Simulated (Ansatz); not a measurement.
A geometry of CdAu away from equilibrium: the start of the relaxation of a relaxed CdAu cell shaken by Gaussian noise of σ = 0.08 Å a coordinate. Level of theory: PBE (plane waves to 420 eV, PAW, scalar-relativistic; Ansatz, a first-principles code). Γ-centred k-mesh 12×12×2 on the run's cell (coarser than for final values), Fermi–Dirac smearing 0.05 eV.

```xyz
8
Lattice="3.0969 0.0000 0.0000 -1.5485 2.6820 0.0000 0.0000 0.0000 18.7863" Properties=species:S:1:pos:R:3:forces:R:3 pbc="T T T" free_energy=-85615.799 pressure_GPa=0.7
Cd     0.0322     1.7358     2.2707   -0.1353    0.0320   -0.1400
Cd     1.5749     0.8309    11.7561   -0.0389    0.0307   -0.2483
Cd     1.6046     0.9209    16.4818   -0.1723   -0.0633   -0.4620
Cd    -0.0556     1.6840     7.0670    0.0560    0.1728   -0.5969
Au    -0.0502     0.0094    -0.0410    0.1372   -0.0285    0.1966
Au     0.1201     0.1122     9.3708   -0.1033   -0.2196    0.3172
Au    -0.1025     1.6827    14.0500    0.1773    0.0864    0.3194
Au     1.4791     0.8209     4.5276    0.0794   -0.0104    0.6139
```

Positions in Å, forces in eV/Å, free energy of the cell in eV (comparable only within this code, potentials and settings). Largest force: 0.62 eV/Å, on Cd4, Au8 (atoms numbered as listed); the geometry lies 0.02 eV/atom above the end of its relaxation.

No spin polarisation in the result.

The end of the path is a generated cell of CdAu: the first start was made by placing the elements on the sites of a structure type, and the end was not matched to a known phase here, so it may be hypothetical.
